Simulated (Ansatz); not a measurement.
A distorted cell of TiAl (CuAu type, space group P4/mmm):

```yaml
crystal:
  lattice:
    - [2.78446, 0.00000, 0.00000]
    - [0.00000, 2.78446, 0.00000]
    - [0.00000, 0.00000, 3.90676]
  atoms:
    - { symbol: Al, position: [0.50000, 0.50000, 0.50000] }
    - { symbol: Ti, position: [0.00000, 0.00000, 0.00000] }
```

Level of theory: PBEsol (plane waves to 420 eV, PAW, scalar-relativistic; Ansatz, an electronic-structure program). k mesh 17×17×12 (Γ-centred), Fermi-Dirac smearing 0.05 eV. E stands for the smeared free energy. Stress and pressure are positive under compression. With partly filled bands, the response to shear is sensitive to the k mesh, so small differences along c/a are uncertain. TiAl is run without spin polarisation. TiAl was relaxed with its symmetry unable to fall.

### Question
Give the stress tensor in GPa and the pressure.

### Answer
```
    4.6      0.0      0.0
    0.0      4.6      0.0
    0.0      0.0      6.6
```
The pressure, a third of the trace, is 5.3 GPa.

### Question
It is the relaxed cell deformed to V/V₀ = 0.960, (c/a)/(c/a)₀ = 0.973, c along z, fractional positions held. What is its energy relative to the relaxed cell?

### Answer
12 meV/atom.

(Under strain, the slope of the energy per volume gives the stress and its curvature an elastic modulus.)
